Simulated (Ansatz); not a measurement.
IrRu:
```yaml
crystal:
  lattice:
    - [1.34687, 0.77762, 4.40997]
    - [-1.34687, 0.77762, 4.40997]
    - [0.00000, -1.55523, 4.40997]
  atoms:
    - { symbol: Ru, position: [0.50000, 0.50000, 0.50000] }
    - { symbol: Ir, position: [0.00000, 0.00000, 0.00000] }
```

Relaxed with r²SCAN. Special points in fractions of this cell's reciprocal vectors: Γ (0.000, 0.000, 0.000); T (0.500, 0.500, 0.500); H2 (0.813, 0.187, 0.500); H0 (0.500, -0.187, 0.187); L (0.500, 0.000, 0.000); S0 (0.344, -0.344, 0.000); S2 (0.656, 0.000, 0.344); F (0.500, 0.000, 0.500).

Q: List the band energies nearest the Fermi level at these points for plane-wave PAW r²SCAN with spin–orbit coupling (Ansatz code).

A: In eV from the Fermi level; about four levels below and three above (degenerate sets whole), none deeper than 8.9 eV; … stands for higher levels left out; points with the same levels are listed once.

```tsv
k	below	above
Γ	-0.66 -0.66 -0.62 -0.62	0.04 0.04 1.26 1.26
T	-0.26 -0.26 -0.09 -0.09	…
H2	-1.30 -1.30 -1.17 -1.17	0.90 0.90 1.23 1.23
L	-1.77 -1.77 -1.08 -1.08	1.34 1.34 1.77 1.77
S0	-1.44 -1.44 -0.93 -0.93	0.70 0.70 1.18 1.18
F	-3.23 -3.23 -0.07 -0.07	0.98 0.98 1.32 1.32
```

Space group R-3m. The first step of the workflow began from a Materials Project structure, measured or hypothetical; the Crystallography Open Database copy checked does not list it. With Ru and Ir taken as one species the cell has the higher symmetry Fm-3m, so it may be an ordered model of a mixed-site phase. Its standing as an ambient phase is unchecked. The cell was relaxed with r²SCAN under the symmetry of its start; whether a distortion lowers the energy is not shown. No spin polarisation was allowed.

Potentials: the later of the program's two PAW sets.
